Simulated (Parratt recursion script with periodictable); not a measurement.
**How fast does roughness lower the EUV peak of a Si/Mo multilayer on Si?**

| layer, from the top | thickness (Å) | density (g/cm³) | rms roughness of its top face (Å) | δ at 13.5 nm | β at 13.5 nm |
|---|---|---|---|---|---|
| Si (in each period) | 34.5 | 2.313 | varied | 9.927 × 10⁻⁴ | 0.001813 |
| Mo (in each period) | 34.5 | 10.026 | varied | 0.07476 | 0.006314 |
| Si (substrate) | – | 2.313 | 4 | 9.927 × 10⁻⁴ | 0.001813 |

The refractive index is n = 1 − δ + iβ; the runs take δ and β at each wavelength of the scan. Vacuum lies above.

Densities are inputs, not measurements. They were set from computed cells of the Materials Project: Si from entry mp-149 (Fd-3m, 2.313 g/cm³); Mo from entry mp-129 (Im-3m, 10.026 g/cm³). A layer's crystal structure does not enter its constants, only its composition and density.

Simulated, not measured: EUV and soft X-ray reflectivity, Parratt recursion, Névot-Croce roughness, Henke tables (Parratt recursion script with periodictable 1.7.1).

Light falls at α = 6° from the surface normal. It is s-polarised. The wavelength is scanned from 12.42 to 14.58 nm in 161 evenly spaced points, without smoothing. The peak is the highest scan point; its wavelength and height come from a parabola through R at that point and its two neighbours.

The pair is repeated 80 times. The runs differ only in σ, the roughness on top of both layers of each period; the substrate's stays as listed.

| σ (Å) | peak λ (nm) | peak R (%) |
|---|---|---|
| 3 | 13.331 | 71.9 |
| 4 | 13.325 | 71.1 |
| 6 | 13.313 | ? |

**Question.** Estimate the peak reflectivity at σ = 6 Å from a line of ln R against σ², and compare with the factor exp[−(2πσ/D)²] for one weak reflection.

**Answer.** With R₀ = 71.9 % of the first row, ln(R/R₀) is 0.0000 at σ² = 9, −0.0112 at σ² = 16 Å². The line through them has slope −0.00160 Å⁻² and intercept 0.0144, which gives 68.9 % at σ² = 36 Å². For D = 69 Å, (2π/D)² = 0.00829 Å⁻², and that slope from the first row gives 57.5 %.

The run gave 68.9 %, so the line misses by 0.0 points. The fitted slope is 0.19 of (2π/D)² in size.
